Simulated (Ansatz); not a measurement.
Input and command of a calculation in Ansatz (plane waves; scalar-relativistic PAW potentials unless the input names others):

```yaml
crystal:
  lattice:
    - [0.0, 4.5559919817, 4.5559919817]
    - [4.5559919817, 0.0, 4.5559919817]
    - [4.5559919817, 4.5559919817, 0.0]
  atoms:
    - { symbol: Na, position: [0.625, 0.625, 0.625] }
    - { symbol: Na, position: [0.125, 0.625, 0.625] }
    - { symbol: Na, position: [0.625, 0.625, 0.125] }
    - { symbol: Na, position: [0.625, 0.125, 0.625] }
    - { symbol: W, position: [0.0, 0.0, 0.0] }
    - { symbol: W, position: [0.25, 0.25, 0.25] }
    - { symbol: O, position: [0.8867416316, 0.8867416316, 0.8867416316] }
    - { symbol: O, position: [0.9102248949, 0.3632583684, 0.3632583684] }
    - { symbol: O, position: [0.8867416316, 0.8867416316, 0.3397751051] }
    - { symbol: O, position: [0.3632583684, 0.9102248949, 0.3632583684] }
    - { symbol: O, position: [0.3397751051, 0.8867416316, 0.8867416316] }
    - { symbol: O, position: [0.3632583684, 0.3632583684, 0.3632583684] }
    - { symbol: O, position: [0.8867416316, 0.3397751051, 0.8867416316] }
    - { symbol: O, position: [0.3632583684, 0.3632583684, 0.9102248949] }
basis:
  ecutwfc: 420
kpoints:
  mp_grid: { grid: [4, 4, 4] }
hamiltonian:
  xc: pbesol
  hubbard: { sites: [{ species: W, l: d, u_eff: 8.0 }], double_counting: fll }
scf:
  occupations: { method: gaussian, width: 0.02 }
output:
  forces: true
  eigenvalues: true
  stress: true
```

```bash
ansatz run input.yaml --threads 4 --pin off --max-ram 12288MiB --backend cpu --events-out ev --progress --plain --runs-dir out
```

Abridged log:
```
Basis set: ecut = 420 eV, 3695 PW (Γ), exchange–correlation on 90×90×90 points (8 copies of the dense FFT grid, shifted against one another)
Bands: 70, of which v1, the nominal top of the filled ones, is band 56 counted from 1 (55 counted from 0)
Symmetry: 48 space group operations
k-points: 8 of 64
SCF iter   1: F=—  HF=-30905.298979 eV  |F-HF|=—  |Δ(HF+E_count)|=         —  Δρ=1.07e-1  dr2=3.71e1  ethr=3.10e-3  ⟨swp⟩=6.0  Hψ=2145  notcnv=0  defer=22
SCF iter   2: F=—  HF=-30896.018515 eV  |F-HF|=—  |Δ(HF+E_count)|=    9.28e0  Δρ=5.01e-2  dr2=4.50e0  ethr=3.10e-3  ⟨swp⟩=3.8  Hψ=1229  notcnv=0  defer=47
SCF iter   3: F=—  HF=-30894.751231 eV  |F-HF|=—  |Δ(HF+E_count)|=    1.27e0  Δρ=1.93e-2  dr2=1.08e0  ethr=3.10e-3  ⟨swp⟩=2.9  Hψ=791  notcnv=0  defer=47
SCF iter   4: F=—  HF=-30894.462774 eV  |F-HF|=—  |Δ(HF+E_count)|=   2.88e-1  Δρ=8.45e-3  dr2=1.72e-1  ethr=9.64e-4  ⟨swp⟩=3.1  Hψ=825  notcnv=0  defer=47
SCF iter   5: F=—  HF=-30894.437669 eV  |F-HF|=—  |Δ(HF+E_count)|=   2.51e-2  Δρ=2.71e-3  dr2=1.86e-2  ethr=1.53e-4  ⟨swp⟩=3.2  Hψ=985  notcnv=0  defer=47
SCF iter   6: F=—  HF=-30894.437424 eV  |F-HF|=—  |Δ(HF+E_count)|=   2.45e-4  Δρ=7.49e-4  dr2=1.07e-3  ethr=1.66e-5  ⟨swp⟩=2.0  Hψ=760  notcnv=0  defer=47
SCF iter   7: F=—  HF=-30894.437897 eV  |F-HF|=—  |Δ(HF+E_count)|=   4.74e-4  Δρ=1.84e-4  dr2=8.61e-5  ethr=9.56e-7  ⟨swp⟩=2.0  Hψ=865  notcnv=0  defer=47
SCF iter   8: F=—  HF=-30894.438095 eV  |F-HF|=—  |Δ(HF+E_count)|=   1.98e-4  Δρ=6.26e-5  dr2=1.16e-5  ethr=7.69e-8  ⟨swp⟩=2.6  Hψ=998  notcnv=0  defer=47
SCF iter   9: F=—  HF=-30894.438094 eV  |F-HF|=—  |Δ(HF+E_count)|=   1.31e-6  Δρ=9.62e-6  dr2=2.19e-7  ethr=1.04e-8  ⟨swp⟩=2.0  Hψ=645  notcnv=0  defer=47
SCF iter  10: F=-30894.438094 eV  HF=-30894.438094 eV  |F-HF|=6.66e-9  |Δ(HF+E_count)|=   4.78e-8  Δρ=2.19e-6  dr2=1.36e-8  ethr=8.93e-11  ⟨swp⟩=12.5  Hψ=2583  notcnv=0
SCF 1 converged in 10 iterations: F = -30894.438094 eV  dr2 = 1.36e-8
SCF converged after 10 iterations
Free energy (F): -30894.438094 eV
Harris-Foulkes:  -30894.438094 eV  (|F-HF|=6.66e-9)
Internal energy: -30894.438094 eV  (E = F + TS)
E sigma→0 (E₀):  -30894.438094 eV
Fermi energy:    6.889942 eV
--- Forces (eV/Å), atoms counted from 1 ---
  atom   1  Na     0.00000000     0.00000000     0.00000000
  atom   2  Na     0.00000000     0.00000000     0.00000000
  atom   3  Na     0.00000000     0.00000000     0.00000000
  atom   4  Na     0.00000000     0.00000000     0.00000000
  atom   5  W      0.00000000     0.00000000     0.00000000
  atom   6  W      0.00000000     0.00000000     0.00000000
  atom   7  O     -0.08421894    -0.08421894    -0.08421894
  atom   8  O      0.08421894    -0.08421894    -0.08421894
  atom   9  O      0.08421894     0.08421894    -0.08421894
  atom  10  O     -0.08421894     0.08421894    -0.08421894
  atom  11  O     -0.08421894     0.08421894     0.08421894
  atom  12  O      0.08421894     0.08421894     0.08421894
  atom  13  O      0.08421894    -0.08421894     0.08421894
  atom  14  O     -0.08421894    -0.08421894     0.08421894
--- Stress (GPa, compression-positive) ---
        0.714221       0.000000       0.000000
        0.000000       0.714221       0.000000
        0.000000       0.000000       0.714221
  P = ⅓ Tr σ = 0.7142 GPa (7.142 kbar)
Occupation matrices written to <dir>
```

Apart from outputs, empty bands and the relaxation, which only the reference makes, the input differs from a reference run on usual settings in hamiltonian.hubbard: not typed → {"sites": [{"species": "W", "l": "d", "u_eff": 8.0}], "double_counting": "fll"}. The reference, at the same geometry, ended its own course with pressure -0.05 GPa, largest force 0.001 eV/Å, gap on the mesh 4.98 eV. This run converged in 10 SCF iterations with an energy at zero smearing 1.3 eV/atom above the reference's (the Hamiltonian itself differs), pressure 0.71 GPa, largest force 0.146 eV/Å, gap on the mesh 4.82 eV.

It took 2.1 s on 4 threads of INTEL(R) XEON(R) PLATINUM 8581C CPU @ 2.30GHz (Emerald Rapids) (shared host), peak memory 0.74 GiB.